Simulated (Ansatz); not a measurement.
This log comes from Ansatz, run on rocksalt SnTe. The cell was relaxed with r2SCAN and then strained (isotropic +3.0 % on every length), with the atoms relaxed again with r2SCAN; k points keep the names of the unstrained zone.

The cell:
```xyz
2
Lattice="0.0000 3.2850 3.2850 3.2850 0.0000 3.2850 3.2850 3.2850 0.0000" Properties=species:S:1:pos:R:3 pbc="T T T"
Sn    0.0000    0.0000    0.0000
Te    3.2850    3.2850    3.2850
```

Output, abridged:
```
scf.n_extra_bands = 4 over 15 filled bands (N_el = 30.0): the run solves 19 bands
Functional definition: PBE
Crystal: 2 atoms, lattice volume = 70.899 Å³
Basis set: ecut = 420 eV, 1411 PW (Γ)
Symmetry: 48 space group operations
Space group: Fm-3m (ITA 225)
k-points: 29 of 512
preconditioner: auto → none  [insulator: Δε(μ)=0.239 eV  σ=0.020 eV  ℏωp=13.9 eV]
SCF 1 converged in 6 iterations: F = -13004.703376 eV  dr2 = 1.73e-8
NSCF: frozen V_eff on 7 k-points
SCF converged after 6 iterations
Free energy (F): -13004.703376 eV
Internal energy: -13004.703365 eV  (E = F + TS)
E sigma→0 (E₀):  -13004.703370 eV
Entropy (-TS):   -0.000010 eV (-0.005 meV/atom)
Fermi energy:    7.860655 eV
--- Per-component energies (eV) ---
  E_band       = -399.563641
  E_kinetic    = 363.215093
  E_local      = -2343.371513
  E_nonlocal   = -343.296354
  E_hartree    = 1426.294230
  E_xc         = -506.392561
  E_vxc        = -199.080171
  E_paw        = -8795.138952
  E_vpaw       = -729.609800
  E_ewald      = -2806.013103
  E_smearing   = -0.000010
--- Forces (eV/Å), atoms counted from 1 ---
  atom   1  Sn      0.00000      0.00000      0.00000
  atom   2  Te      0.00000      0.00000      0.00000
--- Stress (GPa, compression-positive) ---
       -2.524665       0.000000       0.000000
        0.000000      -2.524665       0.000000
        0.000000       0.000000      -2.524665
  P = ⅓ Tr σ = -2.5247 GPa (-25.247 kbar)
--- Band table (eV; the first three rows and the last of 29) ---
  k-point 0: bands = […, -13.9983, -4.0507, 2.7656, 6.0792, 6.0792, 6.0792, 10.9696, 10.9696, 10.9696, 12.8805]
  k-point 1: bands = […, -13.9982, -3.9437, 2.3235, 6.1025, 6.1025, 6.3650, 10.3997, 10.4245, 10.4245, 12.8164]
  k-point 2: bands = […, -13.9968, -3.6478, 1.4057, 6.1819, 6.1819, 6.8732, 9.4108, 9.4851, 9.4851, 13.1568]
  k-point 28: bands = […, -13.9931, -2.7998, 0.8819, 3.8128, 3.8128, 7.0908, 8.7425, 12.3438, 12.3438, 13.5904]
```

Levels at the listed points, from bands.tsv (eV from the Fermi energy, bands near the gap, counted from 0):
```tsv
# k_distance	band_10	band_11	band_12	band_13	band_14	band_15	band_16	band_17	band_18
# fermi_ev = 7.860655
# [0, 0, 0] at k_distance = 0.000000
# [0.5, 0, 0.5] at k_distance = 0.956342
# [0.625, 0.25, 0.625] at k_distance = 1.294460
# [0.375, 0.375, 0.75] at k_distance = 1.880097
# [0.5, 0.5, 0.5] at k_distance = 2.465734
# [0.5, 0.25, 0.75] at k_distance = 3.141970
# [0, 0, 0.5] at k_distance = 3.818206
# levels_relative_to = fermi_ev
0.000	-11.911	-5.095	-1.781	-1.781	-1.781	3.109	3.109	3.109	5.020
0.956	-10.726	-6.356	-4.698	-3.129	-3.129	2.687	4.366	4.366	5.527
1.294	-10.696	-7.000	-4.352	-2.697	-2.368	2.796	2.848	4.332	4.950
1.880	-10.696	-7.000	-4.352	-2.697	-2.368	2.796	2.848	4.332	4.950
2.466	-10.927	-7.700	-1.474	-1.474	-0.121	0.121	0.572	0.572	7.531
3.142	-10.660	-6.979	-4.048	-4.048	-0.770	0.882	4.483	4.483	5.730
3.818	-10.927	-7.700	-1.474	-1.474	-0.121	0.121	0.572	0.572	7.531
```
In order the rows are Γ, X, U, K, L, W, L.

Question: Reconstruct the input.

Answer:
```yaml
crystal:
  # lattice and atoms as above
kpoints:
  mp_grid: { grid: [8, 8, 8] }
  band_path:
    path:
      - [0.0, 0.0, 0.0]
      - [0.5, 0.0, 0.5]
      - [0.625, 0.25, 0.625]
      - [0.375, 0.375, 0.75]
      - [0.5, 0.5, 0.5]
      - [0.5, 0.25, 0.75]
      - [0.0, 0.0, 0.5]
    npoints: 1
hamiltonian:
  xc: pbe
scf:
  occupations: { method: fermi_dirac, width: 0.02 }
  n_extra_bands: 4
output:
  forces: true
  stress: true
  eigenvalues: true
```
A single point prints forces and stress when the output block asks for them. Not every key shows in the log; this is the file that was used.

Run as `ansatz run input.yaml --threads 2 --pin off --max-ram 20275MiB --backend cpu --events-out ev --progress --plain --runs-dir out`. Wall time 1.1 s on 2 threads of AMD EPYC 7R13 Processor (Zen 3) (shared host), load about 2.5 per core; peak host memory 0.69 GiB.

No spin polarisation and no zero-point or thermal motion.

No spin-orbit coupling is included; it can move band edges with weight on the heavy atoms by tenths of an eV.
